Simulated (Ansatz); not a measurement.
Property card for MgO

MgO:
```
CELL_PARAMETERS angstrom
      5.50197     0.00000     0.00000
      0.00000     5.50197     0.00000
      0.00000     0.00000     3.26836
ATOMIC_POSITIONS crystal
  Mg 0.32089 0.67911 0.00000
  Mg 0.67911 0.32089 0.00000
  Mg 0.82089 0.82089 0.50000
  Mg 0.17911 0.17911 0.50000
  O  0.31635 0.31635 0.00000
  O  0.68365 0.68365 0.00000
  O  0.18365 0.81635 0.50000
  O  0.81635 0.18365 0.50000
```

Space group P4_2/mnm (No. 136); conventional cell a = 5.502 Å, b = 5.502 Å, c = 3.268 Å, α = 90.00°, β = 90.00°, γ = 90.00°.

Method: DFT-r²SCAN in the program Ansatz with PAW potentials. Geometry: relaxed at this level of theory. Other levels are named where they apply.

**Cell and energy**

Volume per atom: 12.37 Å³
Density: 2.71 g/cm³
Formation energy from the elements (no fitted shifts): -2.80 eV/atom

**Electronic structure**

* **Band gap**: 4.15 eV (smallest direct gap 4.17 eV)
* **Valence-band maximum**: on the M–Γ line, 84 % of the way from M
* **Conduction-band minimum**: at Γ
* **Electron effective mass**: 0.38 mₑ (isotropic)
* **Hole effective mass**: 0.90, 3.1, 7.9 mₑ (principal values)
* **HSE06 gap on the r²SCAN cell**: 5.11 eV

**Mechanics**

- Bulk modulus (Birch–Murnaghan fit) = 1110 kbar
- Pressure derivative B′ = 2.4
- Elastic constants (relaxed ions, GPa) = C11 = 131, C12 = 100, C13 = 98.7, C33 = 218, C44 = 48.5, C66 = 72.0
- Mechanical stability = stable (all eigenvalues of C positive)
- Hill bulk and shear moduli = 117 and 40.6 GPa
- Young's modulus = 109 GPa
- Poisson's ratio = 0.34
- Debye temperature from the elastic constants = 560 K

**Charges**

Bader charges: Mg +1.73, O -1.73 e

The start of the workflow was typed in or built on a structure type; neither database checked (COD, Materials Project) lists it. It is not the phase usual at ambient conditions (space group No. 225). The cell was relaxed with r²SCAN under the symmetry of its start; its stability against distortions is not shown here. The references are the lowest solids computed at this level, not always the standard phases (solids in place of the gases).

Potentials: the earlier of the program's two PAW sets.
